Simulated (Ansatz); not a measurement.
MgSe (rock salt, Fm-3m), PBE in the plane-wave PAW code Ansatz. The conduction-band minimum lies at X, with 3 equivalent valleys. Second derivatives d²E/dk² of the lowest band at one valley (eV·Å²), along Cartesian directions:

```tsv
direction	d²E/dk²
[100]	15.88
[010]	32.31
[001]	32.31
[110]	24.09
[101]	24.09
[011]	32.27
```

Question: Find the principal effective masses, the density-of-states mass and the conductivity mass.

Answer: Off-diagonal terms follow from H_xy = H[110] − (H_xx + H_yy)/2, and m*/mₑ = 7.620 eV·Å² over each eigenvalue: 0.24, 0.24, 0.48. One valley's DOS mass (m₁m₂m₃)^(1/3) = 0.30, conductivity mass 3/(Σ 1/mᵢ) = 0.28 mₑ.

Question: What effective density of states Nc follows at 300 K for parabolic valleys?

Answer: Nc = 2.509e19 × 3 × (0.30)^(3/2) ≈ 1.2e19 cm⁻³.

Symmetry was held in the PBE relaxation. Spin–orbit coupling is left out wherever it is not named.

Potentials: the later of the program's two PAW sets.

Edges and masses are those of Kohn–Sham bands, whose gap is no quasiparticle gap.
